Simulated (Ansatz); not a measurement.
Data:

CoW:
```cif
data_CoW
_chemical_formula_sum 'Co1 W1'
_space_group_name_H-M_alt 'P 1'
_space_group_IT_number 1
_cell_length_a 3.40817
_cell_length_b 3.40817
_cell_length_c 3.40817
_cell_angle_alpha 60.000
_cell_angle_beta 60.000
_cell_angle_gamma 60.000
loop_
_space_group_symop_operation_xyz
  'x, y, z'
loop_
_atom_site_label
_atom_site_type_symbol
_atom_site_fract_x
_atom_site_fract_y
_atom_site_fract_z
_atom_site_occupancy
Co1 Co 0.00000 0.00000 0.00000 1
W1 W 0.50000 0.50000 0.50000 1
```

This is the PBEsol-relaxed structure.

### Question
All from PBEsol (plane waves, PAW; program Ansatz), unless another level is named. Give the bulk modulus (Birch–Murnaghan fit).

### Answer
256 GPa.

### Question
What about the highest zone-centre frequency?

### Answer
168 cm^-1.

### Question
Next, the elastic constants (relaxed ions, GPa)?

### Answer
C11 = 403, C12 = 183, C44 = -25.3.

Space group Fm-3m (rock salt). The start of the workflow was typed in or built on a structure type; neither database checked (COD, Materials Project) lists it. Whether it is the stable phase at ambient conditions was not checked. The PBEsol relaxation kept the symmetry of its start. At this level the phase is mechanically unstable. The workflow began spin-polarised and lost its moments. Its formation energy is positive at this level, so the cell may be metastable or incomplete. As this level gives no gap, shear constants depend on the k-mesh and smearing (Fermi–Dirac, 0.1 eV here). As this level gives no gap, phonon frequencies hold no LO–TO term and depend on the k-mesh and smearing (Fermi–Dirac, 0.1 eV here). Scalar-relativistic: spin–orbit coupling is off unless named, which matters more the heavier the elements.

Potentials: the earlier of the program's two PAW sets. The files were generated under PBE; for other functionals the program regenerates the frozen cores, and for LDA and PBEsol the local potential too.
